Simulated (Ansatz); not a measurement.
Is this Cd4SeS3 structure a true minimum?

It was reached by relaxing an invented guess, and it needn't be the stable form of this composition.

Level of theory: DFT PBE, scalar-relativistic, plane waves, PAW (Ansatz 0.2.0). Cutoff 420 eV; k points 6×6×6 on the computed 8-atom cell (Γ-centred); Gaussian smearing, width 0.02 eV; no spin polarisation.

The cell below (8 atoms, space group I-42m (No. 121)) is relaxed within its symmetry.

```cif
data_structure
_symmetry_space_group_name_H-M 'P 1'
_symmetry_Int_Tables_number 1
_cell_length_a 7.3367
_cell_length_b 7.3367
_cell_length_c 7.3367
_cell_angle_alpha 131.789
_cell_angle_beta 131.789
_cell_angle_gamma 70.563
_cell_volume 215.10
loop_
_atom_site_label
_atom_site_type_symbol
_atom_site_fract_x
_atom_site_fract_y
_atom_site_fract_z
_atom_site_occupancy
Cd1 Cd 0.88510 0.37076 0.00000 1
Cd2 Cd 0.37076 0.88510 0.00000 1
Cd3 Cd 0.11490 0.11490 0.48565 1
Cd4 Cd 0.62924 0.62924 0.51435 1
Se1 Se 0.50000 0.50000 0.00000 1
S1 S 0.75000 0.25000 0.50000 1
S2 S 0.25000 0.75000 0.50000 1
S3 S 0.00000 0.00000 0.00000 1
```

For the test it was strained at random (σ = 1.5 % a component), the atoms were moved at random (σ = 0.10 Å), and all was relaxed again on a coarse 4×4×4 mesh (in the run’s order of axes) with 0.10 eV smearing, with no symmetry imposed.

Question: Does it come back?

Answer: It returns, within 1 meV/atom of the unmoved cell on that mesh and with the same symmetry when read at 0.1 Å. So it is stable against the distortions that fit this cell and that this random move excites. Modes that don't fit the cell aren't tested.
